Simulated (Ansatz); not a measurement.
The calculation used DFT PBE, scalar-relativistic, plane waves, PAW (Ansatz). All cells share a 420 eV cutoff and Γ-centred k meshes spaced about 0.3 Å⁻¹ or finer (0.25 for metals, 2π included). No spin polarisation.

These are static total energies at zero pressure.

Two relaxed structures of Mg₂GeN₃:

A.

```
Mg Ge N
1.0
     1.51177    0.87282    7.93717
    -1.51177    0.87282    7.93717
     0.00000   -1.74564    7.93717
Mg Ge N
2 1 3
Direct
  0.11508 0.11508 0.11508
  0.88492 0.88492 0.88492
  0.00000 0.00000 0.00000
  0.37959 0.37959 0.37959
  0.62041 0.62041 0.62041
  0.50000 0.50000 0.50000
```

B.

```
Mg Ge N
1.0
     3.00323    0.00000    0.00000
    -1.50162    2.60087    0.00000
     0.00000    0.00000    7.72850
Mg Ge N
2 1 3
Cartesian
  0.0000 1.7339 5.1581
  1.5016 0.8670 2.5704
  0.0000 0.0000 0.0000
  0.0000 1.7339 1.1115
  1.5016 0.8670 6.6170
  0.0000 0.0000 3.8643
```

Question: Which would you expect to be lower, and how large is the difference?

Answer: B is lower, by 158 meV/atom. A has space group R-3m (No. 166), 10.5 Å³/atom and no gap on its mesh; B has Mg and Ge ordered on rock salt sites, space group P-3m1 (No. 164), 10.1 Å³/atom and no gap. Counting N atoms around Ge and Mg (those within 1.25 times the shortest such distance or 1.15 times the sum of covalent radii, 1.27 where that leaves under three; a plus sign parts nearer from farther groups), A has Mg 3+3, Ge 6 and B has Mg 6, Ge 6. The denser one is the lower, and pressure would at first widen the difference. In A, Mg has 3 N at 2.13 Å, 3 N at 2.39 Å and 1 Ge at 2.74 Å; Ge is surrounded by 6 N at 2.06 Å and 2 Mg at 2.74 Å; N on a site of symmetry 3m is surrounded by 3 Ge at 2.06 Å and 3 Mg at 2.39 Å; 1 more site not described. In B, around Mg lie 6 N at 2.16–2.27 Å; Ge is surrounded by 6 N at 2.06 Å; N on a site of symmetry 3m has 3 Ge at 2.06 Å and 3 Mg at 2.27 Å; 1 more site not described. Both come from trial cells of a structure search.

In R-3m, P-3m1 an odd number of electrons in the primitive cell allows no gap without spin; a larger cell or a magnetic state could open one. A magnetic state wasn't ruled out in cells without spin, among them R-3m, P-3m1. With atoms moved at random, B came back. A had no clear such test and can be a saddle point.
